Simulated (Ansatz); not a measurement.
**Au: from a starting cell to a relaxed one**

The start is a generated cell, Au placed in the omega structure type. The cell and all atomic positions are relaxed at zero pressure with r2SCAN (plane waves to 500 eV, PAW, scalar-relativistic; Ansatz, an electronic-structure program). The first steps use a coarse 8×8×12 k-mesh.

Input geometry:
```yaml
crystal:
  lattice:
    - [4.57470, 0.00000, 0.00000]
    - [-2.28735, 3.96181, 0.00000]
    - [0.00000, 0.00000, 2.78241]
  atoms:
    - { symbol: Au, position: [0.00000, 0.00000, 0.00000] }
    - { symbol: Au, position: [0.33333, 0.66667, 0.50000] }
    - { symbol: Au, position: [0.66667, 0.33333, 0.50000] }
```

### Question
What pressure does the first self-consistent step give?

### Answer
+11.3 GPa (positive: the cell is compressed).

### Question
How much energy is released per atom?

### Answer
0.04 eV/atom.

### Question
How does the volume per atom move from start to end?

### Answer
+6.6 %, from 16.81 to 17.91 Å³/atom.

### Question
How do the shortest distances between atoms change?

### Answer
The closest pairs of elements (up to four, under 3.6 Å), start → end: Au–Au 2.64 → 2.72 Å.

### Question
Is the relaxed structure metallic? Give its gap.

### Answer
Zero (metallic).

### Question
What does it relax into? Give the structure.

### Answer

```cif
data_Au3
_chemical_formula_sum 'Au3'
_space_group_name_H-M_alt 'P6/mmm'
_space_group_IT_number 191
_space_group_name_Hall '-P 6 2'
_cell_length_a 4.71183
_cell_length_b 4.71183
_cell_length_c 2.79478
_cell_angle_alpha 90.000
_cell_angle_beta 90.000
_cell_angle_gamma 120.000
loop_
_atom_site_label
_atom_site_type_symbol
_atom_site_symmetry_multiplicity
_atom_site_Wyckoff_symbol
_atom_site_fract_x
_atom_site_fract_y
_atom_site_fract_z
_atom_site_occupancy
Au1 Au 1 a 0.00000 0.00000 0.00000 1
Au2 Au 2 d 0.33333 0.66667 0.50000 1
```

The space group stays P6/mmm (No. 191) (the run could not lower it), with 3 atoms in the primitive cell. Final values are on a 11×11×17 k-mesh of the relaxed cell. No spin polarisation in the result.

The run could not lose the symmetry of its start, so the end can be a saddle point.

All atoms sit on sites fixed by symmetry, so only the cell could relax.

The relaxed structure here is a generated cell of Au: the first start was made by placing the elements on the sites of a structure type, and the end was not matched to a known phase here, so it may be hypothetical. Known forms of Au include space group No. 225.
